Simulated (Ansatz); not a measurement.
Relaxed AlN (wurtzite):

```
CELL_PARAMETERS angstrom
      3.11382     0.00000     0.00000
     -1.55691     2.69665     0.00000
      0.00000     0.00000     4.98358
ATOMIC_POSITIONS crystal
  Al 0.33333 0.66667 0.99641
  Al 0.66667 0.33333 0.49641
  N  0.33333 0.66667 0.37839
  N  0.66667 0.33333 0.87839
```

In this cell atom 2 (Al, nearest neighbour N at 1.892 Å; its periodic images, 3.1 Å or more away, move with it) is moved by s along Cartesian [110], unit vector (0.707, 0.707, 0.000); all other atoms and the cell stay fixed.

Calculation: PBEsol (plane waves to 420 eV, PAW, scalar-relativistic; Ansatz, an electronic-structure program). k mesh 10×10×6 (Γ-centred), Fermi-Dirac smearing 0.05 eV. E stands for the smeared free energy. AlN was relaxed with its symmetry unable to fall. ΔE is measured from the undisplaced structure.

| s (Å) | ΔE (meV/cell) |
|---|---|
| -0.190 | 246 |
| -0.152 | 161 |
| -0.114 | 93 |
| -0.076 | 42 |
| -0.038 | 11 |
| 0.000 | 0 |
| 0.038 | 12 |
| 0.076 | 48 |
| 0.114 | withheld |
| 0.152 | 205 |
| 0.190 | 332 |

Problem. Fit a polynomial form (powers 2, 3, 4) to the given rows and predict ΔE at s = 0.114.

Solution. Least squares on the 10 given rows: ΔE = (7776)·s² + (6268)·s³ + (6345)·s⁴, in meV/cell with s in Å; root-mean-square residual 0.2 meV/cell. At 0.114 the fit gives 111 meV/cell; the calculation gives 111 meV/cell, the same to the digits shown. The quadratic term alone would give 101 meV/cell.

(For displaced atoms, the force is minus the slope of the energy, and its curvature is a force constant, which sets phonon frequencies.)
